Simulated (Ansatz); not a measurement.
Ir (fcc (Cu type)), relaxed with PBE+D3(BJ) (Ansatz, a quantum-chemistry and plane-wave program, plane waves, PAW): a = b = c = 3.840 Å, α = β = γ = 90.00°.

Q: The same phase is relaxed and computed with r²SCAN+D4 in the same code. What is the cell now?

A: a = b = c = 3.8359 Å, α = β = γ = 90.00°.

All cells were relaxed under the symmetry of their starts (and spin orders); stability against distortions was not tested throughout. Rows with no word on spin ran without spin polarisation. Scalar-relativistic: spin–orbit coupling is off unless named, which matters more the heavier the elements.

Potentials: the earlier of the program's two PAW sets.

Ansatz is a plane-wave DFT program.
